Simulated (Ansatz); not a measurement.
A relaxation computed with Ansatz, from input to last step.

```yaml
crystal:
  lattice:
    - [6.006259, -0.273926, -0.380222]
    - [-0.273926, 7.358231, -0.368405]
    - [-0.380222, -0.368405, 6.036579]
  atoms:
    - { symbol: Ge, position: [0.3805945898, 0.6452046523, 0.0637541179] }
    - { symbol: Ge, position: [0.6923238999, 0.4517478918, 0.0990437454] }
    - { symbol: Ge, position: [0.9034713879, 0.1736482246, 0.0127076739] }
    - { symbol: Ge, position: [0.7118579495, 0.7113043766, 0.8925308664] }
    - { symbol: Pt, position: [0.0794834197, 0.1420742499, 0.6477375976] }
    - { symbol: Pt, position: [0.1949683621, 0.3674694157, 0.3049255341] }
    - { symbol: Pt, position: [0.5981809386, 0.6402795664, 0.4532492282] }
    - { symbol: Pt, position: [0.7629793148, 0.9368014692, 0.2553625485] }
    - { symbol: Pt, position: [0.0535093216, 0.6878530681, 0.4806865412] }
    - { symbol: Pt, position: [0.3066734444, 0.9645978383, 0.3412650794] }
    - { symbol: Pt, position: [0.1101641478, 0.8668902199, 0.9117436832] }
    - { symbol: Pt, position: [0.0104595843, 0.4747438963, 0.8557149042] }
    - { symbol: Pt, position: [0.4412708269, 0.1494357293, 0.0085910716] }
    - { symbol: Pt, position: [0.7129931016, 0.2823915609, 0.4471363488] }
    - { symbol: Pt, position: [0.4222289331, 0.4137236824, 0.7265660772] }
    - { symbol: Pt, position: [0.6537479991, 0.9885102264, 0.678673103] }
  symmetry: { detect: false }
basis:
  ecutwfc: 420
kpoints:
  mp_grid: { grid: [2, 2, 2], shift: [0.5, 0.5, 0.5] }
hamiltonian:
  xc: pbe
scf:
  occupations: { method: gaussian, width: 0.1 }
  lower_state_search: "off"
output:
  forces: true
  stress: true
  eigenvalues: true
relax:
  adjacent_minimum: "off"
  f_tol: 0.04
  max_steps: 70
  cell: { stress_tol: 0.3 }
```

```bash
ansatz run input.yaml --threads 2 --pin off --max-ram 4096MiB --backend cpu --events-out ev --progress --plain --runs-dir out
```

Method: DFT PBE, scalar-relativistic, plane waves, PAW in Ansatz.

Of 28 frames 10 are shown, positions in Å and forces in eV/Å; the SCF threshold varies from step to step. Steps run on the plane waves of an earlier cell, with a Pulay correction in the pressure. The basis is chosen afresh for the last frame, the zero of the energies, and can be on the way; energy and pressure step there, also at an unchanged geometry.

```xyz
16
Lattice="6.0063 -0.2739 -0.3802 -0.2739 7.3582 -0.3684 -0.3802 -0.3684 6.0366" Properties=species:S:1:pos:R:3:forces:R:3 pbc="T T T" step=1 free_energy_over_end_meV_per_atom=309.62 pressure_GPa=2.17
Ge    2.0850    4.6198    0.0024   -3.4250    1.3350    1.2910
Ge    3.9969    3.0979    0.1682    0.7780   -1.6680    1.7770
Ge    5.3741    1.0256   -0.3308    0.9790   -1.3710    0.1960
Ge    3.7414    4.7101    4.8551    1.5550    2.1750   -2.1470
Pt    0.1922    0.7850    3.8276    0.6220   -0.1510   -0.4920
Pt    0.9544    2.5382    1.6312   -0.1810   -0.1520   -0.2790
Pt    3.2451    4.3805    2.2728   -0.3250   -0.1980   -0.5910
Pt    4.2289    6.5901    0.9063    0.7050   -0.1570   -0.6050
Pt   -0.0498    4.8696    2.6279    0.2570    0.2170    0.0440
Pt    1.4480    6.8880    1.5881   -0.2240   -0.4410    0.4210
Pt    0.0775    6.0127    5.1426    0.0160   -0.6310   -0.1410
Pt   -0.3926    3.1752    4.9867   -0.3640    0.4530    0.1320
Pt    2.6062    0.9755   -0.1710    0.1750   -0.0120    0.4380
Pt    4.0351    1.7179    2.3240    0.0860    0.7750   -0.0100
Pt    2.1464    2.6609    4.0730   -0.1840   -0.0920   -0.3880
Pt    3.3978    6.8446    3.4841   -0.4710   -0.0820    0.3550
16
Lattice="5.7126 -0.3318 -0.4674 -0.3263 7.5203 -0.4888 -0.4430 -0.4691 6.1519" Properties=species:S:1:pos:R:3:forces:R:3 pbc="T T T" step=4 free_energy_over_end_meV_per_atom=133.29 pressure_GPa=2.14
Ge    1.5106    4.7690    0.1030   -0.4480   -0.2590   -0.0310
Ge    3.8922    3.1189    0.3465    0.2330   -0.1150    0.3330
Ge    5.4185    0.7319   -0.4974    0.1090   -0.0130   -0.1450
Ge    3.3418    4.9673    4.6469    0.1340    0.4550   -0.1020
Pt    0.3340    0.7337    3.7841    0.1570   -0.0560    0.2990
Pt    0.8827    2.3769    1.6723    0.0570   -0.2150   -0.0340
Pt    2.7666    4.4762    2.1224   -0.1160    0.0510    0.2370
Pt    4.1040    6.6844    0.7103   -0.2030   -0.0720    0.0270
Pt   -0.1828    4.7612    2.3629   -0.0990   -0.1700   -0.1640
Pt    1.1888    6.8469    1.3495    0.0080    0.3500   -0.3190
Pt    0.0041    5.9439    4.7698    0.2380   -0.0790   -0.2100
Pt   -0.6775    3.0700    5.0913    0.0860    0.1750    0.3290
Pt    2.6127    1.0020   -0.0518   -0.0610   -0.1920   -0.1280
Pt    3.8628    1.8472    2.4198   -0.2120   -0.0890   -0.3440
Pt    2.0421    2.8144    4.3599    0.3110    0.2260    0.1270
Pt    3.0037    7.0592    3.3421   -0.1940    0.0030    0.1240
16
Lattice="5.5958 -0.2978 -0.5048 -0.2739 7.7596 -0.6118 -0.4787 -0.5846 6.1811" Properties=species:S:1:pos:R:3:forces:R:3 pbc="T T T" step=7 free_energy_over_end_meV_per_atom=82.73 pressure_GPa=-0.30
Ge    1.5996    5.1603    0.0725    0.2970    0.1150   -0.0490
Ge    3.8834    3.0852    0.5219    0.3910    0.1630    0.3130
Ge    5.2480    0.6642   -0.6533   -0.1370   -0.0490    0.1160
Ge    3.5883    5.0904    4.4673    0.0640   -0.1560   -0.0230
Pt    0.4017    0.8259    3.9287   -0.0490    0.1000   -0.1660
Pt    0.7459    2.3767    1.6632    0.0170    0.0000    0.0870
Pt    2.6539    4.4270    2.1773   -0.1000   -0.1050    0.2020
Pt    3.7368    6.7660    0.5396    0.0300   -0.1520    0.1550
Pt   -0.0998    5.0330    1.9526   -0.3260   -0.1160   -0.4470
Pt    0.9011    7.4095    0.9890   -0.2880    0.0660   -0.0250
Pt    0.3467    5.9867    4.3842   -0.1430   -0.0170    0.1550
Pt   -0.6338    3.0832    5.2409   -0.0560    0.1670    0.0300
Pt    2.6625    1.1106   -0.1378    0.1290   -0.1250   -0.0200
Pt    3.6393    1.6589    2.5363    0.0000    0.1810   -0.1510
Pt    2.1464    3.0081    4.5461   -0.0830   -0.0230   -0.1720
Pt    2.6727    7.0573    3.1564    0.2540   -0.0500   -0.0060
16
Lattice="5.5461 -0.1924 -0.6159 -0.1084 8.2947 -0.5650 -0.6154 -0.6032 5.8502" Properties=species:S:1:pos:R:3:forces:R:3 pbc="T T T" step=10 free_energy_over_end_meV_per_atom=48.90 pressure_GPa=-0.43
Ge    1.7511    5.7781   -0.0945    0.0460    0.0770    0.0210
Ge    4.0327    3.2230    0.6927   -0.0840    0.0560    0.2660
Ge    5.2226    0.8487   -0.7937   -0.0910   -0.1590    0.0160
Ge    3.7511    5.3868    4.1416   -0.0810    0.1700   -0.0060
Pt    0.2650    1.1489    3.6489    0.0520    0.1440   -0.0480
Pt    0.8673    2.6129    1.4280    0.0340   -0.1510    0.1480
Pt    2.5296    4.6737    2.0918    0.2530   -0.0700   -0.0870
Pt    3.7722    7.2553    0.3615   -0.0980   -0.1520   -0.1240
Pt   -0.0955    5.4231    1.6624   -0.0700    0.0220   -0.0390
Pt    0.9471    8.0300    0.9146    0.0650    0.1370    0.0440
Pt    0.3016    6.7461    3.9637   -0.0040   -0.0320    0.0230
Pt   -0.6617    3.4337    4.9855   -0.0160   -0.1050   -0.1580
Pt    2.7955    1.2394   -0.2326    0.0180    0.0250   -0.1570
Pt    3.2266    1.6956    2.5003   -0.0540   -0.0360    0.0100
Pt    2.0665    3.2483    4.4524    0.0430    0.0650    0.1480
Pt    2.8616    7.3669    2.9211   -0.0140    0.0100   -0.0560
16
Lattice="5.6631 -0.3524 -0.5813 -0.2888 8.4295 -0.2984 -0.5873 -0.3955 5.5584" Properties=species:S:1:pos:R:3:forces:R:3 pbc="T T T" step=13 free_energy_over_end_meV_per_atom=31.65 pressure_GPa=0.15
Ge    1.5433    6.0220   -0.0019   -0.0300    0.0210   -0.1070
Ge    4.2480    2.9919    0.9218   -0.1030    0.0760    0.0690
Ge    5.2187    0.6432   -0.7695    0.0210   -0.1070   -0.0160
Ge    3.6564    5.5215    4.0510    0.0110   -0.0520   -0.0510
Pt    0.3126    1.5172    3.5522    0.0360   -0.0250    0.0170
Pt    0.9516    2.6335    1.2159   -0.0110    0.1620   -0.1930
Pt    2.6615    4.7037    1.9407    0.0640    0.0540    0.1310
Pt    3.7682    7.0960    0.5935   -0.1420   -0.0090   -0.0560
Pt   -0.0554    5.4121    1.8184   -0.1660   -0.0080   -0.0360
Pt    0.7532    8.2278    1.1366    0.2230    0.0990    0.0850
Pt    0.0339    7.1695    3.8363    0.1180   -0.0020    0.0980
Pt   -0.7766    3.7831    4.7139    0.2170    0.2430    0.0440
Pt    2.8911    1.1339   -0.1895    0.0480   -0.0590    0.1080
Pt    3.1126    1.7832    2.7164   -0.0010   -0.3460   -0.1070
Pt    2.0680    3.5592    4.6332   -0.2070   -0.0640   -0.0160
Pt    2.6664    7.4785    2.9946   -0.0780    0.0190    0.0300
16
Lattice="5.7826 -0.3544 -0.7743 -0.2737 8.3876 -0.0920 -0.7891 -0.2384 5.4385" Properties=species:S:1:pos:R:3:forces:R:3 pbc="T T T" step=16 free_energy_over_end_meV_per_atom=13.75 pressure_GPa=0.34
Ge    1.6145    6.0340    0.0862    0.0330   -0.0210   -0.0040
Ge    4.4147    2.9324    1.0024    0.0360   -0.0840    0.0710
Ge    5.2730    0.6754   -1.1288    0.0930    0.1480   -0.0280
Ge    3.5795    5.5999    4.1938   -0.0180   -0.1670    0.1680
Pt    0.2822    1.6431    3.3742    0.0430   -0.0800    0.0950
Pt    0.9470    2.7124    0.9583   -0.1930    0.1000   -0.0650
Pt    2.7007    4.7019    1.9979   -0.0150   -0.0540   -0.0110
Pt    3.7709    7.0993    0.7759    0.1230   -0.0110   -0.0100
Pt   -0.0668    5.4022    1.8509    0.0310    0.0680   -0.2760
Pt    0.7045    8.2756    1.1875   -0.1460   -0.0850   -0.0310
Pt   -0.2814    7.2512    3.8317    0.0390    0.1530    0.1300
Pt   -0.7888    4.0897    4.3659    0.0800    0.1250   -0.1180
Pt    3.0207    1.1207   -0.1251    0.1250   -0.0710    0.0290
Pt    3.0322    1.8073    2.6875   -0.1290   -0.0890    0.0300
Pt    1.9813    3.6405    4.5624    0.0540    0.0880    0.0940
Pt    2.3947    7.4314    3.1599   -0.1570   -0.0190   -0.0740
16
Lattice="5.8333 -0.3247 -0.8866 -0.2497 8.2305 -0.2471 -0.9054 -0.3577 5.5493" Properties=species:S:1:pos:R:3:forces:R:3 pbc="T T T" step=19 free_energy_over_end_meV_per_atom=3.66 pressure_GPa=-0.06
Ge    1.7451    5.9667    0.0904   -0.0060    0.0440   -0.0160
Ge    4.4810    2.7536    0.9856    0.0120    0.0210   -0.1050
Ge    5.2236    0.7437   -1.4219    0.0010   -0.0070    0.0160
Ge    3.4925    5.3971    4.1769    0.0100   -0.0050    0.0440
Pt    0.1870    1.5412    3.3920   -0.1100    0.0320   -0.0510
Pt    0.8445    2.6941    0.7567    0.0030    0.1000    0.0280
Pt    2.7201    4.4753    1.9369   -0.1410   -0.0180    0.0520
Pt    3.8994    6.9801    0.7309   -0.0360   -0.0050   -0.0520
Pt   -0.0184    5.2838    1.7057    0.0090    0.0000   -0.1060
Pt    0.5725    8.1879    0.9827   -0.0080   -0.0180    0.2510
Pt   -0.3428    6.9878    3.8824    0.0710   -0.0110   -0.1980
Pt   -0.6549    4.1061    4.2148   -0.0080    0.0550    0.0930
Pt    3.0250    0.9947   -0.1917    0.0310   -0.1190    0.0910
Pt    2.8697    1.7029    2.5803    0.0030   -0.0230   -0.0600
Pt    2.0473    3.4079    4.6362    0.0880   -0.0350   -0.0490
Pt    2.2232    7.1483    2.9493    0.0810   -0.0110    0.0620
16
Lattice="5.8522 -0.3325 -0.9084 -0.2609 8.2219 -0.2731 -0.9297 -0.3795 5.5398" Properties=species:S:1:pos:R:3:forces:R:3 pbc="T T T" step=22 free_energy_over_end_meV_per_atom=1.94 pressure_GPa=0.24
Ge    1.7449    5.9891    0.0712   -0.0330   -0.0270   -0.0040
Ge    4.4642    2.7410    0.9339    0.0120    0.0040    0.0170
Ge    5.2431    0.7289   -1.4384    0.0010    0.0060   -0.0050
Ge    3.4795    5.3410    4.1483    0.0210    0.0110    0.0150
Pt    0.1269    1.5557    3.3757   -0.0230    0.0140   -0.0080
Pt    0.8261    2.6966    0.7386    0.0240    0.0130   -0.0090
Pt    2.6739    4.4363    1.9199   -0.0120   -0.0040   -0.0060
Pt    3.9081    6.9562    0.6937    0.0180   -0.0180   -0.0040
Pt   -0.0311    5.2700    1.6588    0.0240   -0.0160   -0.0300
Pt    0.5542    8.1806    0.9881    0.0080    0.0290   -0.0020
Pt   -0.3117    6.9954    3.8258   -0.0170   -0.0240    0.0360
Pt   -0.6663    4.1245    4.1821    0.0040    0.0090    0.0030
Pt    3.0238    0.9463   -0.2010   -0.0040    0.0050    0.0000
Pt    2.8516    1.6762    2.5451    0.0050    0.0130    0.0150
Pt    2.0324    3.3479    4.6019   -0.0130    0.0010    0.0030
Pt    2.2550    7.0987    2.9099   -0.0140   -0.0140   -0.0220
16
Lattice="5.8523 -0.3428 -0.9178 -0.2726 8.2377 -0.2797 -0.9384 -0.3851 5.5458" Properties=species:S:1:pos:R:3:forces:R:3 pbc="T T T" step=25 free_energy_over_end_meV_per_atom=0.36 pressure_GPa=0.08
Ge    1.7262    6.0059    0.0757    0.0100   -0.0050    0.0140
Ge    4.4648    2.7330    0.9284   -0.0030   -0.0050   -0.0040
Ge    5.2358    0.7196   -1.4569   -0.0040    0.0140    0.0000
Ge    3.4597    5.3430    4.1396   -0.0050   -0.0150   -0.0150
Pt    0.1110    1.5596    3.3779   -0.0020    0.0060    0.0020
Pt    0.8246    2.7033    0.7246    0.0020    0.0000    0.0040
Pt    2.6702    4.4317    1.9062    0.0020    0.0120   -0.0010
Pt    3.9029    6.9497    0.6831   -0.0080    0.0010    0.0010
Pt   -0.0359    5.2723    1.6640    0.0040    0.0060   -0.0100
Pt    0.5350    8.2114    0.9815    0.0090   -0.0010    0.0020
Pt   -0.3324    7.0058    3.8338    0.0040    0.0030   -0.0060
Pt   -0.6758    4.1354    4.1909   -0.0130   -0.0110    0.0050
Pt    3.0272    0.9318   -0.2053    0.0070    0.0050    0.0010
Pt    2.8399    1.6738    2.5394   -0.0060   -0.0060   -0.0020
Pt    2.0261    3.3372    4.5990    0.0030    0.0000    0.0030
Pt    2.2281    7.0978    2.8900    0.0000   -0.0030    0.0060
16
Lattice="5.8146 -0.3525 -0.9315 -0.2789 8.3279 -0.2969 -0.9506 -0.4043 5.5369" Properties=species:S:1:pos:R:3:forces:R:3 pbc="T T T" step=28 free_energy_over_end_meV_per_atom=0.00 pressure_GPa=0.03
Ge    1.6710    6.1030    0.0996    0.0070    0.0250    0.0110
Ge    4.4346    2.7396    0.9139   -0.0010   -0.0020    0.0040
Ge    5.2087    0.7177   -1.4752   -0.0090   -0.0060   -0.0030
Ge    3.3901    5.3699    4.0940   -0.0010   -0.0050    0.0090
Pt    0.0927    1.5727    3.3729    0.0170    0.0040    0.0060
Pt    0.8221    2.7351    0.7141    0.0000    0.0100    0.0060
Pt    2.6566    4.4746    1.8449   -0.0090    0.0070   -0.0160
Pt    3.8744    7.0237    0.6300   -0.0140    0.0100   -0.0110
Pt   -0.0773    5.3034    1.6683   -0.0190   -0.0190    0.0040
Pt    0.5331    8.3246    0.9622    0.0230   -0.0110   -0.0070
Pt   -0.3588    7.0728    3.8130   -0.0160   -0.0060   -0.0090
Pt   -0.6877    4.1675    4.2083    0.0130   -0.0100    0.0050
Pt    3.0124    0.9346   -0.2262    0.0030    0.0090    0.0020
Pt    2.8165    1.6803    2.5191    0.0080    0.0090    0.0000
Pt    2.0134    3.3377    4.5662   -0.0030   -0.0010   -0.0080
Pt    2.1970    7.1511    2.8538    0.0020   -0.0120    0.0070
```

The run took 4.9 min on 2 threads of Intel(R) Xeon(R) Platinum 8259CL CPU @ 2.50GHz (Skylake/Cascade Lake) (shared host), peak memory 0.91 GiB.

The k mesh is coarse. Spin–orbit coupling is left out, which can shift energies with elements as heavy as these.